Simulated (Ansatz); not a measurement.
Ti:
```cif
data_Ti2
_chemical_formula_sum 'Ti2'
_space_group_name_H-M_alt 'P 1'
_space_group_IT_number 1
_cell_length_a 2.93481
_cell_length_b 2.93481
_cell_length_c 4.64192
_cell_angle_alpha 90.000
_cell_angle_beta 90.000
_cell_angle_gamma 120.000
loop_
_space_group_symop_operation_xyz
  'x, y, z'
loop_
_atom_site_label
_atom_site_type_symbol
_atom_site_fract_x
_atom_site_fract_y
_atom_site_fract_z
_atom_site_occupancy
Ti1 Ti 0.33333 0.66667 0.25000 1
Ti2 Ti 0.66667 0.33333 0.75000 1
```

Relaxed with r²SCAN.

Task: Tabulate the valence density and the electron localisation function along the shortest Ti–Ti contact (2.87 Å), the program Ansatz at the r²SCAN level (PAW).

Result: 

| distance from Ti (Å) | density (e/Å³) | ELF |
|---|---|---|
| 0.29 | 9.57 | 0.69 |
| 0.43 | 6.71 | 0.74 |
| 0.57 | 3.76 | 0.71 |
| 0.72 | 1.68 | 0.55 |
| 0.86 | 0.69 | 0.28 |
| 1.01 | 0.35 | 0.11 |
| 1.15 | 0.23 | 0.10 |
| 1.29 | 0.20 | 0.16 |
| 1.44 | 0.19 | 0.21 |
| 1.58 | 0.20 | 0.16 |
| 1.72 | 0.23 | 0.10 |
| 1.87 | 0.35 | 0.11 |
| 2.01 | 0.69 | 0.28 |
| 2.16 | 1.68 | 0.55 |
| 2.30 | 3.76 | 0.71 |
| 2.44 | 6.71 | 0.74 |
| 2.59 | 9.57 | 0.69 |

The density is the valence pseudo-density with augmentation charge, so density and ELF within about 1 Å of a nucleus are not all-electron values.

Space group P6_3/mmc (hcp (Mg type)). Symmetry was held in the r²SCAN relaxation. The run is not spin-polarised.

Potentials: the earlier of the program's two PAW sets.
